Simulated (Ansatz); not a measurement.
Method: Ansatz 0.2.0, DFT PBE, scalar-relativistic, plane waves, PAW. Settings: cutoff 420 eV, Γ-centred meshes spaced at most about 0.3 Å⁻¹, and about 0.25 Å⁻¹ or finer for metals (2π included), Gaussian smearing. No spin polarisation in the final relaxations.

All energies are static (0 K, no zero-point motion). All come from trial cells, and lower structures may exist.

Question: Order these relaxed structures of Y3LuO2 by energy, lowest first, with the energy over the lowest of them.
A.

```
Y Lu O
1.0
     4.55426    0.00000    0.00000
     0.00000    4.55426    0.00000
     0.00000    0.00000    6.43847
Y Lu O
3 1 2
Direct
  0.50000 0.00000 0.99767
  0.00000 0.50000 0.99767
  0.00000 0.00000 0.43114
  0.50000 0.50000 0.57467
  0.50000 0.50000 0.90938
  0.00000 0.00000 0.08947
```

B.

```
Y Lu O
1.0
     3.67416    2.12128    2.99607
    -3.67416    2.12128    2.99607
     0.00000   -4.24255    2.99607
Y Lu O
3 1 2
Cartesian
  0.0000 2.1213 2.9961
  -1.8371 -1.0606 2.9961
  1.8371 -1.0606 2.9961
  0.0000 0.0000 0.0000
  0.0000 0.0000 6.7854
  0.0000 0.0000 2.2028
```

Answer: B (0 meV/atom), A (17 meV/atom). Forms: B R-3m; A P4mm. Counting O atoms around Lu and Y (those within 1.25 times the shortest such distance or 1.15 times the sum of covalent radii, 1.27 where that leaves under three; a slash parts the counts of unlike sites): B has Y 2, Lu 2; A has Y 1/4, Lu 1.

With atoms moved at random, R-3m came back. Other cells relaxed within their symmetry can be saddle points. Some types were kept out of the candidates beforehand, so the set may lack a known form.
